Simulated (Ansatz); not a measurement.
SiO$_{2}$ in space group R32 (No. 155; Si on 9e, O on 9e, O on 9d), plane-wave PAW r²SCAN (Ansatz code), all energies at zero smearing, with the estimated change up to a 700 eV cutoff added, with one set of potentials and settings (totals compare only within such a set). Cell of 9 atoms (3 Si, 6 O): -5339.968 eV.

```
element                            reference phase  E (eV/atom)
-------  -----------------------------------------  -----------
Si                      Fd-3m, 2 atoms in the cell    -639.0667
O        C2/m, 4 atoms in the cell, spin-polarised    -566.0281
```

Formation energy per atom, worked out: (-5339.968 − 3×(-639.0667) − 6×(-566.0281))/9 = -2.955 eV/atom (-285 kJ per mol of atoms), at 0 K, without zero-point energy or fitted corrections.

The first step of the workflow began from a Materials Project structure, measured or hypothetical; the Crystallography Open Database copy checked does not list it. It is not the phase usual at ambient conditions (space group No. 92, 152, 154). Symmetry was held in the r²SCAN relaxation; phonons show weakly imaginary modes. The references are the lowest solids computed at this level, not always the standard phases (solids in place of the gases).

Potentials: the later of the program's two PAW sets.
